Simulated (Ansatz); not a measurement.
LiNbO$_{3}$ (space group R-3c)

```cif
data_Li2Nb2O6
_chemical_formula_sum 'Li2 Nb2 O6'
_space_group_name_H-M_alt 'P 1'
_space_group_IT_number 1
_cell_length_a 5.45722
_cell_length_b 5.45722
_cell_length_c 5.45722
_cell_angle_alpha 56.723
_cell_angle_beta 56.723
_cell_angle_gamma 56.723
loop_
_space_group_symop_operation_xyz
  'x, y, z'
loop_
_atom_site_label
_atom_site_type_symbol
_atom_site_fract_x
_atom_site_fract_y
_atom_site_fract_z
_atom_site_occupancy
Li1 Li 0.75000 0.75000 0.75000 1
Li2 Li 0.25000 0.25000 0.25000 1
Nb1 Nb 0.00000 0.00000 0.00000 1
Nb2 Nb 0.50000 0.50000 0.50000 1
O1 O 0.62848 0.87152 0.25000 1
O2 O 0.37152 0.12848 0.75000 1
O3 O 0.25000 0.62848 0.87152 1
O4 O 0.75000 0.37152 0.12848 1
O5 O 0.87152 0.25000 0.62848 1
O6 O 0.12848 0.75000 0.37152 1
```

This relaxed cell (volume V₀) is scaled evenly in all directions, its shape held. The atoms relax within the cell's symmetry.

Computed with r2SCAN (plane waves to 500 eV, PAW, scalar-relativistic; Ansatz, an electronic-structure program). k mesh 8×8×8 (Γ-centred), Fermi-Dirac smearing 0.05 eV. Energies are smeared free energies. LiNbO3 is run without spin polarisation. LiNbO3 was relaxed with its symmetry unable to fall. This is one of several known forms of LiNbO3; the measured ambient cells at hand have space group No. 161. ΔE is measured from the relaxed starting cell.

Q: Estimate the ΔE (meV/atom) for V/V₀ = 0.840, 0.880, 0.920, 0.960, 1.040, 1.080, 1.120, 1.160.

A: 
| V/V₀ | ΔE (meV/atom) |
|---|---|
| 0.840 | 188.8 |
| 0.880 | 97.3 |
| 0.920 | 39.7 |
| 0.960 | 9.1 |
| 1.040 | 7.8 |
| 1.080 | 29.0 |
| 1.120 | 60.8 |
| 1.160 | 100.8 |

(Under strain, the slope of the energy per volume gives the stress and its curvature an elastic modulus.)
